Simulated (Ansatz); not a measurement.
Relaxed BN (zinc blende):

```yaml
crystal:
  lattice:
    - [0.00000, 3.62472, 3.62472]
    - [1.81236, 0.00000, 1.81236]
    - [1.81236, 1.81236, 0.00000]
  atoms:
    - { symbol: N, position: [0.37500, 0.75000, 0.75000] }
    - { symbol: N, position: [0.87500, 0.75000, 0.75000] }
    - { symbol: B, position: [0.00000, 0.00000, 0.00000] }
    - { symbol: B, position: [0.50000, 0.00000, 0.00000] }
```

A phonon eigenvector at L = (0.5, 0.0, 0.0) is frozen into this cell: atom i moves by Q times the vector below, so Q is the largest atomic displacement, in Å. The cell is held. It is one choice among 2 degenerate patterns. (q is in reciprocal vectors of the primitive cell; the cell shown is doubled to hold the pattern.)

| atom | x | y | z |
|---|---|---|---|
| N1 | -0.215 | 0.392 | -0.607 |
| N2 | 0.215 | -0.392 | 0.607 |
| B3 | -0.285 | 0.520 | -0.805 |
| B4 | 0.285 | -0.520 | 0.805 |

These are PBE (plane waves to 420 eV, PAW, scalar-relativistic; Ansatz, a program for electronic structure) values and carry that method's errors. k mesh 8×16×16 (Γ-centred), Fermi-Dirac smearing 0.05 eV. The energy includes the smearing's −TS. BN was relaxed with its symmetry unable to fall. The zero of ΔE is the undisplaced structure.

| Q (Å) | ΔE (meV/cell) |
|---|---|
| -0.1000 | 643 |
| -0.0833 | withheld |
| -0.0667 | 286 |
| -0.0500 | 161 |
| -0.0333 | 71 |
| -0.0167 | 18 |
| 0.0000 | 0 |
| 0.0167 | 18 |
| 0.0333 | 71 |
| 0.0500 | 161 |
| 0.0667 | 286 |
| 0.0833 | withheld |
| 0.1000 | 643 |

Question: Fit an even polynomial form (powers 2, 4) to the given rows and predict ΔE at Q = -0.0833.

Answer: Least squares on the 11 given rows: ΔE = (64300)·Q² + (-344.2)·Q⁴, in meV/cell with Q in Å; root-mean-square residual 0.2 meV/cell. At -0.0833 the fit gives 446 meV/cell; the calculation gives 447 meV/cell, so the interpolation is off by -1 (-0.2 %). The quadratic term alone would give 446 meV/cell.

(For displaced atoms, the force is minus the slope of the energy, and its curvature is a force constant, which sets phonon frequencies.)
